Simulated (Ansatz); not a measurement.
CsH: a film clamped to a substrate

All numbers below come from DFT r2SCAN, scalar-relativistic, plane waves, PAW in Ansatz. Settings: plane waves to 500 eV, k-mesh 6×6×6 (Γ-centred), Gaussian smearing 0.05 eV. Spin–orbit coupling is left out, which matters for the heavy elements here. No spin polarisation. Energies are free energies at this smearing, counted from the undisturbed cell; pressure is positive in compression.

Reference structure (as given, not relaxed at this level; it stands at 0.0 GPa):

```yaml
crystal:
  lattice:
    - [0.00000, 3.18800, 3.18800]
    - [3.18800, 0.00000, 3.18800]
    - [3.18800, 3.18800, 0.00000]
  atoms:
    - { symbol: Cs, position: [0.00000, 0.00000, 0.00000] }
    - { symbol: H, position: [0.50000, 0.50000, 0.50000] }
```

The cell (2 atoms, V0 = 64.80 Å³) is strained by p along both x and y and by q along z, fractional coordinates fixed. τp = (1/V0) ∂E/∂p = (σxx + σyy)(1 + p)(1 + q) and τq = (1/V0) ∂E/∂q = σzz(1 + p)², with tension positive.

```csv
p,q,ΔE (meV/atom),τp (GPa),τq (GPa)
0.000,0.000,0.00,-0.03,-0.01
-0.040,0.000,10.25,-2.68,-0.17
0.040,0.000,7.38,1.73,0.18
0.000,-0.040,4.80,-0.20,-1.26
0.000,0.040,3.31,0.15,0.77
```

**Question.** Get the second derivatives of the energy density.

**Answer.** Central differences give A = ∂τp/∂p = 55 GPa (C11 + C22 + 2 C12), C = ∂τq/∂q = 25.4 GPa (C33) and the cross term B = ∂τq/∂p = 4.4 GPa (C13 + C23); ∂τp/∂q = 4.4 GPa must equal B, and any difference shows higher-order terms. Steps this large leave an error of some per cent of A or C in all of these, which can swamp a small B. The ions are clamped. In a cubic crystal C11 = C = 25.4, C12 = B/2 = 2.2 GPa and A should be 2(C11 + C12) = 55 GPa; the bulk modulus is (C11 + 2 C12)/3 = 9.9 GPa.

**Question.** A film of this crystal grows with z along the normal on a substrate that imposes p. How does its thickness respond, and what does the misfit cost?

**Answer.** Count p and q from the stress-free cell. A free surface needs τq = 0, so q = −(B/C) p = -0.17 p. The energy density left is (A − B²/C) p²/2 = M p², with the biaxial modulus M = 27.2 GPa; a misfit of 1 % costs 0.55 meV/atom, against 0.56 meV/atom if the thickness were held.

At p = 0.080 the energies along q are 41.8 (q = -0.080), 27.7 (q = -0.040), 26.3 (q = 0.000), 33.1 (q = 0.040), 44.8 (q = 0.080) meV/atom.

**Question.** Does the linear rule hold at this misfit?

**Answer.** A parabola through the lowest point and its neighbours has its minimum at q = -0.013, 25.8 meV/atom. With the stress left in the starting cell, τp0 and τq0, linear elasticity gives q = −(τq0 + Bp)/C = -0.013 and E = V0(τp0 p + τq0 q + Ap²/2 + Bpq + Cq²/2)/N = 34.7 meV/atom. The energies differ by more than a tenth, so the quadratic law fails here: the gap holds the anharmonic part, with some error from the wide steps. Cubic terms also shift the vertex of so wide a parabola.